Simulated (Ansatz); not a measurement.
Here is the system:

FeSe₂:
```xyz
6
Lattice="4.7831 0.0000 0.0000 0.0000 5.7592 0.0000 0.0000 0.0000 3.5831" Properties=species:S:1:pos:R:3 pbc="T T T"
Fe     0.0000     0.0000     0.0000
Fe     2.3915     2.8796     1.7915
Se     1.0205     2.1293     0.0000
Se     3.7626     3.6300     0.0000
Se     3.4121     0.7503     1.7915
Se     1.3710     5.0089     1.7915
```

This is the r²SCAN-relaxed structure. x, y and z are the axes in which the lattice vectors are written.

Task: All from r²SCAN in the plane-wave PAW code Ansatz, unless another level is named. Estimate the band gap.

Result: 0.79 eV (indirect).

Task: Predict the formation energy from the elements (no fitted shifts).

Result: -0.30 eV/atom.

Task: What about the hole effective mass?

Result: 0.48, 0.66, 1.3 mₑ (principal values).

Task: Next, the conduction-band minimum?

Result: at T (k = 0.000, 0.500, 0.500 in fractions of the reciprocal vectors).

Task: Predict the valence-band maximum.

Result: on the Γ–X line, 74 % of the way from Γ (k = 0.370, 0.000, 0.000 in fractions of the reciprocal vectors).

Space group Pnnm. The first step of the workflow began from a Materials Project structure, measured or hypothetical; the Crystallography Open Database files this formula in space group No. 58, but the cells were not matched. Its standing as an ambient phase is unchecked. Symmetry was held in the r²SCAN relaxation; its stability against distortions is not shown here. The run is not spin-polarised. The references are the lowest solids computed at this level, not always the standard phases. Scalar-relativistic: spin–orbit coupling is off unless named, which matters more the heavier the elements.

Potentials: the later of the program's two PAW sets.
